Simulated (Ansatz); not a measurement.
YF₃:
```xyz
24
Lattice="6.7330 0.0000 0.0000 -3.3665 5.8309 0.0000 0.0000 0.0000 6.9260" Properties=species:S:1:pos:R:3 pbc="T T T"
Y      4.4034     0.0000     5.1945
Y      2.3296     0.0000     1.7315
Y     -2.2017     3.8135     5.1945
Y     -1.1648     2.0175     1.7315
Y      1.1648     2.0175     5.1945
Y      2.2017     3.8135     1.7315
F     -1.0733     5.4348     6.3799
F      4.4398     0.3962     0.5462
F     -0.8035     2.1840     6.3799
F      4.1700     3.6469     0.5462
F      1.8768     4.0431     6.3799
F      1.4897     1.7879     0.5462
F      5.2433     1.7879     4.0092
F     -1.8768     4.0431     2.9168
F      2.2932     0.3962     4.0092
F      1.0733     5.4348     2.9168
F      2.5630     3.6469     4.0092
F      0.8035     2.1840     2.9168
F      3.3665     1.9436     5.6639
F      0.0000     3.8873     1.2621
F      0.0000     3.8873     4.7251
F      3.3665     1.9436     2.2009
F      0.0000     0.0000     5.1945
F      0.0000     0.0000     1.7315
```

Relaxed with PBEsol. Independent-particle spectrum: no excitons, no local fields, no scissors shift; 0.1 eV broadening; ε₁ of the summed bands alone.

**Question.** Tabulate the dielectric function from plane-wave PAW PBEsol (Ansatz code).

**Answer.** 

```tsv
E (eV)	ε₁ xx	ε₂ xx	ε₁ zz	ε₂ zz
0.0	2.72	0.00	2.67	0.00
0.4	2.72	0.00	2.68	0.00
0.8	2.73	0.00	2.68	0.00
1.2	2.74	0.00	2.69	0.00
1.6	2.75	0.00	2.71	0.00
2.0	2.77	0.00	2.72	0.00
2.4	2.79	0.00	2.75	0.00
2.8	2.82	0.00	2.77	0.00
3.2	2.86	0.00	2.81	0.00
3.6	2.90	0.00	2.85	0.00
4.0	2.95	0.00	2.90	0.00
4.4	3.02	0.00	2.96	0.00
4.8	3.09	0.00	3.03	0.00
5.2	3.18	0.00	3.11	0.00
5.6	3.29	0.00	3.21	0.00
6.0	3.42	0.00	3.33	0.00
6.4	3.59	0.00	3.49	0.00
6.8	3.81	0.00	3.69	0.00
7.2	4.13	0.00	3.97	0.00
7.6	4.62	0.00	4.39	0.00
8.0	5.66	0.16	5.17	0.07
8.4	6.69	1.76	6.64	1.02
8.8	5.74	3.35	6.56	3.41
9.2	5.90	4.45	4.53	4.56
9.6	3.20	6.09	4.08	4.38
10.0	2.22	5.47	3.26	5.34
10.4	1.03	4.39	1.98	5.33
10.8	1.60	4.14	1.18	5.82
11.2	0.13	4.67	-0.12	4.90
11.6	-0.37	3.84	-1.29	3.29
12.0	-0.84	3.01	-0.91	2.42
```

**Question.** From ε at 8.6 eV (xx: 6.56 + 3.03i), find n, k, the normal reflectivity and the absorption coefficient.

**Answer.** n = 2.63, k = 0.577, R = 22 %, α = 2kE/ħc = 500000 cm⁻¹.

With all bands, ε∞ without local fields is 2.96 (xx = yy), 2.92 (zz). DFPT, with local fields, gives 2.87 (xx = yy), 2.82 (zz).

Space group P-3c1. The workflow started from a Materials Project entry (that database holds measured and hypothetical structures alike); the Crystallography Open Database copy checked does not list it. COD files the formula under space group No. 62, 221. Its standing as an ambient phase is unchecked. The PBEsol relaxation kept the symmetry of its start; whether a distortion lowers the energy is not shown. No spin polarisation was allowed. Scalar-relativistic: spin–orbit coupling is off unless named, which matters more the heavier the elements.

Potentials: the later of the program's two PAW sets.
